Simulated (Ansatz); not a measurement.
BN:
```xyz
12
Lattice="2.5401 0.0000 0.0000 -1.2700 2.1998 0.0000 0.0000 0.0000 12.4951" Properties=species:S:1:pos:R:3 pbc="T T T"
B      0.0000     0.0000     0.0006
B      0.0000     0.0000     6.2482
B      1.2700     0.7333    10.4046
B      0.0000     1.4665     4.1570
B      1.2700     0.7333     2.0812
B      0.0000     1.4665     8.3287
N      0.0000     0.0000    10.9259
N      0.0000     0.0000     4.6783
N      1.2700     0.7333     8.8475
N      0.0000     1.4665     2.6000
N      1.2700     0.7333     0.5236
N      0.0000     1.4665     6.7711
```

Relaxed with HSE06. Special points in fractions of this cell's reciprocal vectors: Γ (0.000, 0.000, 0.000); M (0.500, 0.000, 0.000); K (0.333, 0.333, 0.000); A (0.000, 0.000, 0.500); L (0.500, 0.000, 0.500); H (0.333, 0.333, 0.500).

### Question
List the band energies nearest the valence-band maximum at these points for HSE06 (plane waves, PAW; program Ansatz).

### Answer
In eV from the valence-band maximum; about four levels below and three above (degenerate sets whole), none deeper than 8.9 eV; points with the same levels are listed once.

```csv
k,below,above
Γ,-0.63 -0.63 -0.09 0.00 0.00,10.46 10.46 10.61
M,-3.23 -3.20 -2.79 -2.20,6.59 6.98 8.51
K,-4.92 -3.87 -3.69 -3.69,8.62 8.62 9.31
A,-0.19 -0.19 -0.19 -0.19,10.72 10.72 10.72 10.72
L,-2.97 -2.97 -2.49 -2.49,6.75 6.75 8.77 8.77
H,-4.31 -4.31 -3.87 -3.87,8.77 8.77 10.02 10.02
```

Space group P6_3mc. A made-up cell: these elements were put on the sites of a structure type. Its sites differ from those of the usual phase in this space group: another stacking or structure type. The cell was relaxed with HSE06 under the symmetry of its start; whether a distortion lowers the energy is not shown. The hybrid was solved on a coarse mesh, the path and, where they were found, the r²SCAN edge points; its band edges are the extreme levels among these.

Potentials: the later of the program's two PAW sets.
